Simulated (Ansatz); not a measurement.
## LaN, first-principles data

LaN:
```yaml
crystal:
  lattice:
    - [0.00000, 2.77329, 2.77329]
    - [2.77329, 0.00000, 2.77329]
    - [2.77329, 2.77329, 0.00000]
  atoms:
    - { symbol: N, position: [0.25000, 0.25000, 0.25000] }
    - { symbol: La, position: [0.00000, 0.00000, 0.00000] }
```

Space group F-43m (No. 216), zinc blende; conventional cell a = 5.547 Å, b = 5.547 Å, c = 5.547 Å, α = 90.00°, β = 90.00°, γ = 90.00°.

Method: DFT-PBEsol in the program Ansatz with PAW potentials. Geometry: relaxed at this level of theory. Other levels are named where they apply.

**Cell and energy**

* **Volume per atom**: 21.33 Å³
* **Density**: 5.95 g/cm³
* **Formation energy from the elements (no fitted shifts)**: -123 kJ/mol-atom

**Electronic structure**

- Band gap = 1.07 eV (indirect)
- Valence-band maximum = at X
- Conduction-band minimum = at Γ
- Smallest direct gap on the standard path = 2.22 eV
- Electron effective mass = 0.39 mₑ (isotropic)
- Electron effective mass with spin–orbit coupling = 0.39 mₑ (isotropic)
- Hole effective mass with spin–orbit coupling = 0.69, 1.00, 1.00 mₑ (principal values)
- HSE06 gap on the PBEsol cell = 2.20 eV
- Gap with spin–orbit coupling = 0.97 eV

**Mechanics**

- Bulk modulus (Birch–Murnaghan fit): 91.8 GPa
- Pressure derivative B′: 3.6
- Elastic constants (relaxed ions, GPa): C11 = 104, C12 = 86.0, C44 = 30.4
- Mechanical stability: stable (all eigenvalues of C positive)
- Hill bulk and shear moduli: 91.8 and 18.6 GPa
- Young's modulus: 52.2 GPa
- Poisson's ratio: 0.41
- Debye temperature from the elastic constants: 215 K
- Piezoelectric stress constants (proper, relaxed ions, C/m²): e14 = e25 = e36 = -0.30

**Dielectric response**

- Electronic dielectric constant ε∞ (DFPT) = 8.46
- Static dielectric constant ε0 (ions relaxed, cell fixed) = 18.9
- Born charges (a third of the trace) = N -3.68, La +3.68 e
- Largest static χ(2) component = 350 pm/V

**Phonons**

Highest zone-centre frequency (without LO–TO term): 343 cm⁻¹
Zone-centre stability: no imaginary mode at Γ
Dynamical stability on the path: stable (no imaginary branch)
Zero-point energy: 45.9 meV/atom
Vibrational entropy at 300 K: 28.5 J/(K·mol of atoms)

The start of the workflow was typed in or built on a structure type; neither database checked (COD, Materials Project) lists it. COD files the formula under space group No. 225. Whether it is the stable phase at ambient conditions was not checked. The PBEsol relaxation kept the symmetry of its start. Signs of piezoelectric constants follow the polarity of the cell as given. The references are the lowest solids computed at this level, not always the standard phases (solids in place of the gases). Scalar-relativistic: spin–orbit coupling is off unless named, which matters more the heavier the elements.

Potentials: the earlier of the program's two PAW sets. The files were generated under PBE; for other functionals the program regenerates the frozen cores, and for LDA and PBEsol the local potential too.
